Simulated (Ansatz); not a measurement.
In plane-wave PAW LDA (Ansatz code), As₂Pt in the cubic phase (Pa-3; Pt on 4a, As on 8c) relaxes to a = 5.943 Å. Pt has 6 nearest neighbours from 2.48 Å (octahedral); As has 4 nearest neighbours from 2.41 Å (tetrahedral). Its formation energy from the elements is -0.57 eV/atom, with no fitted shifts.

The Kohn–Sham gap is 0.25 eV (indirect). The hole mass is 0.12, 0.19, 0.47 mₑ (principal values).

An equation-of-state fit gives a bulk modulus of 164 GPa. The relaxed-ion elastic constants in GPa are C11 = 342, C12 = 75.2, C44 = 78.0. The elastic constants imply a Debye temperature near 380 K. The phonon dispersion is stable (no imaginary branch). Without the LO–TO term the highest mode at Γ lies at 284 cm⁻¹.

The LDA relaxation kept the symmetry of its start. No spin polarisation was allowed. The references are the lowest solids computed at this level, not always the standard phases. Spin–orbit coupling is left out wherever it is not named.

Potentials: the later of the program's two PAW sets.
